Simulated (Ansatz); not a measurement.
YSi2 (MoSi2 or CaC2 type, space group No. 139) at seven volumes, PBE in the plane-wave PAW code Ansatz, shape and atoms relaxed at each. One row is withheld.

```tsv
V (Å³/atom)	P (GPa)
17.418	9.37
17.992	5.76
18.567	?
19.141	0.01
19.715	-2.35
20.289	-4.39
20.863	-6.13
```

Fit the shown pressures and predict the withheld one.

P = (3/2)B₀(x^(7/2) − x^(5/2))[1 + (3/4)(B′ − 4)(x − 1)] with x = (V₀/V)^(2/3). Least squares on the six rows gives V₀ = 19.138 Å³/atom, B₀ = 83.5 GPa, B′ = 3.71. At V = 18.567, x = 1.0204 and P = 2.68 GPa. The run itself gave 2.69 GPa.

Space group I4/mmm (MoSi2 or CaC2 type). A made-up cell: these elements were put on the sites of a structure type; neither database checked (COD, Materials Project) lists it. COD files the formula under space group No. 191, so this cell is another polymorph or a model. Whether it is the stable phase at ambient conditions was not checked. The PBE relaxation kept the symmetry of its start; its stability against distortions is not shown here. The run is not spin-polarised.

Potentials: the later of the program's two PAW sets.
